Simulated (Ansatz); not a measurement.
# Replacing H by Ge in Lu2AlH2

```
CELL_PARAMETERS angstrom
0.00000 0.00000 3.71494
3.90714 -2.62859 1.85747
3.90714 2.62859 -1.85747
ATOMIC_POSITIONS crystal
Lu 0.50000 0.71113 0.71113
Lu 0.50000 0.28887 0.28887
H 0.78930 0.71070 0.28930
H 0.21070 0.28930 0.71070
Al 0.00000 0.00000 0.00000
```

Method: r2SCAN in Ansatz 0.2.0, PAW datasets, plane waves to 500 eV, 8×8×8 Γ-centred mesh, fermi-dirac occupations of width 0.100 eV. Spin: none. Single points at fixed atoms.

Now every H is replaced by Ge on the same fractional sites, and the cell goes from 15.26 to 19.94 Å³ an atom (a = 4.061 Å, b = 5.534 Å, c = 5.534 Å, α = 78.96°, β = 111.53°, γ = 68.47°; 8×8×8 Γ-centred mesh, fermi-dirac occupations of width 0.100 eV).

Problem. Give the results for both cells and read them.

Solution. The runs give:

```json
{"quantity": "pressure (GPa)", "Lu2AlH2": "0.3", "Lu₂AlGe₂": "-0.3"}
{"quantity": "formation energy (eV/atom)", "Lu2AlH2": "0.097", "Lu₂AlGe₂": "-0.732"}
```

Mean Bader charges in e: H -0.63 becomes Ge -1.81; Lu +1.15 → +1.48, Al -1.03 → +0.65. Ge is less electronegative than H (Pauling 2.01 against 2.20) and has 3 outer electrons more; its site ends 1.18 e more negative, and the Al atoms together take up most of the change. Neither shows a clear gap on its mesh. At these unrelaxed cells the formation energy of Lu₂AlGe₂ is the lower, by 0.83 eV an atom.

Origins: Lu2AlH2, a known structure type with other elements put in, at an estimated volume; Lu2AlGe2, a known structure type with other elements put in, at an estimated volume. An invented cell need not be a known compound.

Caveats: atoms and cells are not relaxed; pressure is positive in compression; a dash marks a value that doesn't apply or isn't given.
